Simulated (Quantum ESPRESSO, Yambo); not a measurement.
# G0W0 results for Rh2O3

Rh2O3 is modelled in the trigonal space group R-3c, hexagonal axes (No. 167), the corundum structure, Pearson symbol hR10. Conventional cell: a = b = 5.1432 Å, c = 13.8875 Å, α = β = 90.00°, γ = 120.00°. O on 18e sees 4 Rh at 2.035–2.068 Å. Rh on 12c sees 6 O at 2.035–2.068 Å (octahedral). (Neighbours: up to the widest gap in distance over summed covalent radii, below 1.35, at either atom; cation-cation contacts left out.)
(The calculation used a cell of 10 atoms; values per cell refer to that cell.)

The geometry is that of Materials Project entry mp-542734, symmetrised and not relaxed again.

Starting point: LDA (Quantum ESPRESSO, PseudoDojo norm-conserving, 88 Ry, no spin-orbit coupling). G0W0 in Yambo: 2×2×2 Γ-centred k mesh, bands 17 to 185 and a 7 Ry block in the screening, 185 bands in G with the Bruneval-Gonze terminator, plasmon pole fitted at 27.2 eV.

The LDA gap along the band path is 0.53 eV and the LDA gap between the mesh's edge points (Γ → F) is 0.53 eV. The G0W0 gap between the same points is 1.04 eV. The LDA smallest direct gap on the mesh (at Γ) comes out as 0.80 eV. The G0W0 direct gap at that point comes out as 1.31 eV.

| k point | band | E LDA (eV) | E QP (eV) | shift (eV) | Z |
|---|---|---|---|---|---|
| Γ | VB | 0.00 | 0.27 | 0.27 | 0.77 |
| Γ | CB | 0.80 | 1.58 | 0.78 | 0.77 |
| F | VB | -0.32 | -0.05 | 0.27 | 0.77 |
| F | CB | 0.53 | 1.31 | 0.78 | 0.77 |

Energies count from the LDA valence-band maximum.

Nearest settings tried, and what they do to the gap: 151 bands in W, 151 bands in G: +3 meV; 6 Ry block (181 vectors against 223): -13 meV; 4×4×4 mesh: -49 meV. So the settings aren't converged at that level. The k mesh is coarse.

Spin-orbit splittings are left out.
